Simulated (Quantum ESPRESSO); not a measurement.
# Strain and stress in Ge6AlN

These are calculations, not measurements. They come from pw.x of Quantum ESPRESSO 7.5, a plane-wave density functional program, with PseudoDojo standard norm-conserving files (v0.5 for PBE, v0.4.1 for LDA and PBEsol). The cells are made up: elements, strain and atom displacements were drawn at random, and nothing was relaxed. There is no spin polarisation, spin-orbit coupling or dispersion term.

The cell has 8 sites of a zincblende or diamond lattice. Sites 1 to 4 hold Ge Al Ge N; sites 5 to 8 hold Ge Ge Ge Ge. Cell vectors in Å: (5.882, -0.018, 0.018); (-0.018, 5.751, 0.027); (0.018, 0.027, 5.873). Settings: PBE, cutoff 1143 eV, 6 x 6 x 6 k mesh shifted by half a step, Fermi-Dirac smearing of 0.1 eV.

Each run adds the same linear strain along x, y and z to one cell, with the atoms carried along; the vectors above are those of run 4. Stress is positive in tension and P is minus a third of its trace. E is the free energy for each atom above the lowest run shown.

| run | strain (%) | s_xx (GPa) | s_yy (GPa) | s_zz (GPa) | s_xy (GPa) | P (GPa) | E (meV/atom) |
| --- | --- | --- | --- | --- | --- | --- | --- |
| 1 | -2.32 | 3.74 | 2.15 | 3.75 | -0.62 | -3.22 | 0.00 |
| 2 | -1.97 | 4.22 | 2.64 | 4.23 | -0.60 | -3.70 | 5.42 |
| 3 | -0.86 | 5.57 | 4.02 | 5.58 | -0.55 | -5.05 | 27.80 |
| 5 | 1.63 | 7.75 | 6.31 | 7.75 | -0.46 | -7.27 | 101.71 |
| 6 | 1.86 | 7.90 | 6.47 | 7.90 | -0.45 | -7.42 | 109.94 |
| 7 | 2.11 | 8.06 | 6.64 | 8.06 | -0.44 | -7.59 | 119.13 |
| 4 | -0.45 | ? | ? | ? | ? | ? | ? |

A rerun of one of these cells at 1437 eV and k mesh 8 x 8 x 8 moved values by no more than 0.003 eV in the cell's energy, 0.02 GPa in stress and 0.006 eV/Å in force.

## Worked fit

A parabola through the six runs shown gives P = -5.94 - 0.96 e + 0.089 e² GPa, with e in per cent and a scatter of 0.01 GPa. A linear strain of 1 % changes the volume by about 3 %, so the bulk modulus of this cell with clamped atoms is about 32 ± 1 GPa at e = 0. The error is the larger of the fit's own and the change that a cubic makes, rounded up.

## Withheld run

Question: what P should run 4 give?

The fit gives -5.49 GPa. The calculation gave -5.49 GPa.

| run | strain (%) | s_xx (GPa) | s_yy (GPa) | s_zz (GPa) | s_xy (GPa) | P (GPa) | E (meV/atom) |
| --- | --- | --- | --- | --- | --- | --- | --- |
| 4 | -0.45 | 6.00 | 4.46 | 6.01 | -0.54 | -5.49 | 37.86 |